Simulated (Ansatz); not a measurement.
## Field gradients of BSe₂ from run to run

Cell of run 1: a computed structure from the Materials Project (it need not be an observed phase), taken as it stands.

Space group P2_1/c (No. 14); a = 7.4224, b = 11.2570, c = 8.4157 Å, β = 117.83°.

| site | Wyckoff | site symmetry | x | y | z |
| --- | --- | --- | --- | --- | --- |
| B1 | 4e | 1 | 0.3224 | 0.3666 | 0.2318 |
| B5 | 4e | 1 | 0.5158 | 0.1328 | 0.2517 |
| Se9 | 4e | 1 | 0.2543 | 0.5353 | 0.2230 |
| Se13 | 4e | 1 | 0.5764 | 0.3022 | 0.2588 |
| Se17 | 4e | 1 | 0.2573 | 0.0780 | 0.2236 |
| Se21 | 4e | 1 | 0.1043 | 0.2640 | 0.2103 |

One atom of each set is listed.

All runs are DFT with Ansatz 0.2.0 (plane waves and PAW, scalar-relativistic unless spin–orbit coupling is named, Γ-centred meshes, Fermi–Dirac smearing where given) in this cell.

Run 1: PBE, atoms as given; 420 eV, 5×3×4 k-points, smearing 0.05 eV.
Run 2: r2SCAN, atoms as given; 500 eV, 5×3×4 k-points, smearing 0.05 eV.
Run 3: PBE, atoms as given; 350 eV, 5×3×4 k-points, smearing 0.05 eV; this cutoff lies below the one recommended for these PAW files.

```json
{"run": "1", "Se13 V_zz (η)": "22.4 (0.46)", "Se17 V_zz (η)": "46.5 (0.63)", "Se21 V_zz (η)": "46.2 (0.62)"}
{"run": "2", "Se13 V_zz (η)": "?", "Se17 V_zz (η)": "?", "Se21 V_zz (η)": "?"}
{"run": "3", "Se13 V_zz (η)": "22.4 (0.46)", "Se17 V_zz (η)": "46.4 (0.63)", "Se21 V_zz (η)": "46.1 (0.62)"}
```

V_zz in 10²¹ V/m²; 3 of the 6 sets of like atoms are followed.

Task: Estimate the row of run 2.

Result: Se13: 23.3 (0.46); Se17: 48.0 (0.63); Se21: 47.8 (0.62). It lies nearest to run 1, from whose tensors on these sites it differs by 1.69 at most (largest principal value of the difference, on Se21). Taken one at a time, the functional (r2SCAN with its higher cutoff) moves the tensors on these sites by up to 1.69 (largest principal value of the change, on Se21), the cutoff by 0.03 (Se21).
